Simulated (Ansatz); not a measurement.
InAs (zinc blende)

```yaml
crystal:
  lattice:
    - [0.00000, 3.09331, 3.09331]
    - [3.09331, 0.00000, 3.09331]
    - [3.09331, 3.09331, 0.00000]
  atoms:
    - { symbol: As, position: [0.75000, 0.75000, 0.75000] }
    - { symbol: In, position: [0.00000, 0.00000, 0.00000] }
```

This relaxed cell (volume V₀) is scaled evenly in all directions, its shape held. Symmetry pins the atoms to their sites.

Computed with PBE (plane waves to 420 eV, PAW, scalar-relativistic; Ansatz, a program for electronic structure). k mesh 9×9×9 (Γ-centred), Fermi-Dirac smearing 0.05 eV. E stands for the smeared free energy. Compression counts positive. At this level the bands of InAs touch or barely overlap; measurements give the solid a gap. InAs was relaxed with its symmetry unable to fall. The PAW data are Ansatz's earlier set. ΔE is measured from the relaxed starting cell. The last digit holds for this mesh only.

```json
[
 {"V (Å³/atom)": "24.863", "ΔE (meV/atom)": "160.2"},
 {"V (Å³/atom)": "26.047", "ΔE (meV/atom)": "82.6"},
 {"V (Å³/atom)": "27.231", "ΔE (meV/atom)": "33.8"},
 {"V (Å³/atom)": "28.415", "ΔE (meV/atom)": "7.8"},
 {"V (Å³/atom)": "29.599", "ΔE (meV/atom)": "0.0"},
 {"V (Å³/atom)": "30.783", "ΔE (meV/atom)": "6.6"},
 {"V (Å³/atom)": "31.966", "ΔE (meV/atom)": "withheld"},
 {"V (Å³/atom)": "33.150", "ΔE (meV/atom)": "51.6"},
 {"V (Å³/atom)": "34.334", "ΔE (meV/atom)": "85.7"}
]
```

Question: Fit a third-order Birch-Murnaghan form (E₀, V₀, B₀, B₀′ free) to the given rows and predict ΔE at V = 31.966.

Answer: Least squares on the 8 given rows: ΔE = E₀ + (9V₀B₀/16)·y²·[2 + (B₀′ − 4)y], y = (V₀/V)^(2/3) − 1, with V₀ = 29.607 Å³/atom, B₀ = 48.32 GPa (160.2 GPa = 1 eV/Å³; the term in eV is multiplied by 1000), B₀′ = 4.75, E₀ = 0.03 meV/atom; root-mean-square residual 0.05 meV/atom. At 31.966 the fit gives 24.5 meV/atom; the calculation gives 24.6 meV/atom, so the interpolation is off by -0.1 (-0.4 %). For the pressure the fit gives -3.1 GPa against the computed -3.1 GPa.

(A scan under strain: stresses follow from slopes of the energy per volume, elastic moduli from its curvatures.)
